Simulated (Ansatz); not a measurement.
The relaxed structure here is a generated cell of Te2Mo: the first start was made by placing the elements on the sites of a structure type, and the end was not matched to a known phase here, so it may be hypothetical. Known forms of Te2Mo include space group No. 194.

One starting cell of Te$_{2}$Mo (a generated trial cell of Te2Mo in the marcasite structure type) was relaxed twice with Ansatz (plane waves, PAW, scalar-relativistic): with PBEsol at 420 eV and with PBE at 420 eV. The PBEsol result:

```
Te2Mo
1.0
    5.96679     0.00000     0.00000
    0.00000     6.75756     0.00000
    0.00000     0.00000     3.43742
Mo Te
2 4
Direct
  0.50000   0.50000   0.50000
  0.00000   0.00000   0.00000
  0.69338   0.85412   0.50000
  0.19338   0.64588   0.00000
  0.80662   0.35412   0.00000
  0.30662   0.14588   0.50000
```

| quantity | PBEsol | PBE |
|---|---|---|
| space group | Pnnm | Pnnm |
| volume (Å³/atom) | 23.10 | ? |
| a (Å) | 5.967 | ? |
| b (Å) | 6.758 | ? |
| c (Å) | 3.437 | ? |
| gap (eV, no spin-orbit coupling) | 0.00 | ? |

**Question.** What does PBE give for the same quantities?

**Answer.** 
- volume (Å³/atom), PBE: 24.13
- a (Å), PBE: 6.040
- b (Å), PBE: 6.840
- c (Å), PBE: 3.505
- gap (eV, no spin-orbit coupling), PBE: 0.00

Both levels end in the same structure; PBE's volume is 4.5 % larger. Neither column is exact.

No spin polarisation in the result.

The run could not lose the symmetry of its start, so the end can be a saddle point.

Ansatz is a quantum-chemistry and plane-wave program.
